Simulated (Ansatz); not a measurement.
Compressing KTl2MoF6: a fit and a missing row

KTl2MoF6, Fm-3m, a = 9.040 Å. The structure is a COD entry; whether it is the stable form wasn't checked. Ansatz: r2SCAN, PAW, 500 eV, Γ-centred 6×6×6 mesh on 10 atoms, Gaussian smearing 0.02 eV; collinear spin, largest moment 1.7 μB. Shape and atoms are relaxed at each volume; pressure is positive in compression.

```tsv
V (Å³/atom)	P (GPa)
17.359	3.17
17.913	?
18.467	-0.02
19.021	-1.18
19.575	-2.14
```

Take V0 = 18.467 Å³/atom, count pressures from its P0 = -0.02 GPa, fit the third-order Birch–Murnaghan form to the other rows, and predict the missing pressure.

With the Eulerian strain f = ½[(V0/V)^(2/3) − 1] and y = (P − P0)/[3f(1 + 2f)^(5/2)], the form is the line y = B0 + 1.5 B0 (B0′ − 4) f. Rows (f, y): 0.02106, 45.5; -0.00976, 41.6; -0.01905, 40.9. Means f = -0.002583, y = 42.667; Σ(Δf)² = 0.0008817, ΣΔfΔy = 0.1037; the slope is their ratio. y = 42.97 + 117.7 f GPa, so B0 = 43.0 GPa and B0′ = 4 + 2 × (117.7)/(3 × 42.97) = 5.83. At V = 17.913, f = 0.01026, y = 44.18 and P = 1.41 GPa. The run gave 1.42 GPa, so the fit is 0.01 GPa too low, within twice the rms miss on the fitted rows (0.007 GPa).

The state reached may not be the lowest one. Spin–orbit coupling is left out, which can shift energies with elements as heavy as these.